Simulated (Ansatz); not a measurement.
LaGa2:
```xyz
3
Lattice="4.2948 0.0000 0.0000 -2.1474 3.7194 0.0000 0.0000 0.0000 4.4924" Properties=species:S:1:pos:R:3 pbc="T T T"
La     0.0000     0.0000     0.0000
Ga     2.1474     1.2398     2.2462
Ga     0.0000     2.4796     2.2462
```

Relaxed with r²SCAN. Special points in fractions of this cell's reciprocal vectors: Γ (0.000, 0.000, 0.000); M (0.500, 0.000, 0.000); K (0.333, 0.333, 0.000); A (0.000, 0.000, 0.500); L (0.500, 0.000, 0.500); H (0.333, 0.333, 0.500).

Problem. List the band energies nearest the Fermi level at these points for the program Ansatz at the r²SCAN level (PAW).

Solution. In eV from the Fermi level; about four levels below and three above (degenerate sets whole), none deeper than 8.9 eV; points with the same levels are listed once.

```tsv
k	below	above
Γ	-0.65 -0.65 -0.32 -0.17	0.65 2.09 2.09
M	-6.19 -1.07 -1.06 -0.59	1.61 2.17 2.32
K	-6.19 -6.19 -3.55 -0.19 -0.19	1.75 1.75 2.11
A	-8.39 -3.60	0.31 0.31 1.12 1.12
L	-5.15 -2.08 -1.46 -0.37	1.72 2.34 2.37
H	-6.59 -6.59 -2.09 -0.68 -0.68	2.20 2.34 2.34
```

Space group P6/mmm. The workflow started from an entry of the Crystallography Open Database (COD, 293 K). Its standing as an ambient phase is unchecked. Symmetry was held in the r²SCAN relaxation; whether a distortion lowers the energy is not shown. Spin–orbit coupling is left out wherever it is not named.

Potentials: the later of the program's two PAW sets.
